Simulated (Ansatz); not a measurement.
This ZnCd2S3 structure is the end of a relaxation. The cell was found from a structure generator's guess, not taken from experiment.

Level of theory: Ansatz 0.2.0, DFT PBE, scalar-relativistic, plane waves, PAW. Cutoff 420 eV, Γ-centred mesh, Gaussian smearing, no spin polarisation.

```xyz
6
Lattice="-2.0277 2.0277 8.7321 2.0277 -2.0277 8.7321 2.0277 2.0277 -8.7321" Properties=species:S:1:pos:R:3 pbc="T T T"
Zn    0.0000    0.0000    0.0000
Cd    0.0000    0.0000   11.5513
Cd    0.0000    0.0000    5.9128
S     0.0000    2.0277    4.3660
S     2.0277    0.0000    7.4657
S     2.0277    0.0000    1.2664
```

Energies over the elements count from the elements' standard structures at the same level, with no fitted energy shifts.

Question: What space group does it have?

Answer: I-4m2 (No. 119), with Zn and Cd ordered on zinc blende sites. Conventional cell: a = 4.055 Å, c = 17.464 Å. Zn is surrounded by 4 S at 2.39 Å; around Cd lie 4 S at 2.55 Å; S on a site of symmetry -4m2 is surrounded by 4 Cd at 2.55 Å; S on a site of symmetry 2mm has 2 Zn at 2.39 Å and 2 Cd at 2.55 Å.

Question: What is its formation energy per atom?

Answer: −0.698 eV/atom. Whether it is stable depends on the other phases of the system, which aren't compared here.

Question: Is it a metal?

Answer: No, the gap on the 10×10×10 mesh is 1.23 eV.

The last run used a 10×10×10 mesh for its 6-atom cell and Gaussian smearing of 0.02 eV. Kohn–Sham gaps at this level usually fall short of measured ones. The reference form of S is held partly by dispersion forces, which this level lacks. Symmetry constrained the relaxation, so the result can be a saddle point.
